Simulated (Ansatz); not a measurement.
Cu4O in space group Pm-3m (No. 221; Cu on 1a, Cu on 3c, O on 1b) at seven volumes, PBE (plane waves, PAW; program Ansatz), scaled uniformly. One row is withheld.

| V (Å³/atom) | P (GPa) |
|---|---|
| 11.316 | 13.59 |
| 11.689 | ? |
| 12.062 | 3.74 |
| 12.435 | 0.00 |
| 12.808 | -3.12 |
| 13.181 | -5.75 |
| 13.554 | -7.98 |

Task: Fit the shown pressures and predict the withheld one.

Result: Third-order Birch–Murnaghan: P = (3/2)B₀(x^(7/2) − x^(5/2))[1 + (3/4)(B′ − 4)(x − 1)] with x = (V₀/V)^(2/3). Least squares on the six rows gives V₀ = 12.436 Å³/atom, B₀ = 114.2 GPa, B′ = 4.91. At V = 11.689, x = 1.0422 and P = 8.24 GPa. The run itself gave 8.23 GPa.

The start of the workflow was typed in or built on a structure type; neither database checked (COD, Materials Project) lists it. Its standing as an ambient phase is unchecked. Symmetry was held in the PBE relaxation; whether a distortion lowers the energy is not shown. The workflow began spin-polarised and lost its moments. The volume moved by 23 % from the start of the relaxation. No Hubbard U is applied.

Potentials: the earlier of the program's two PAW sets.
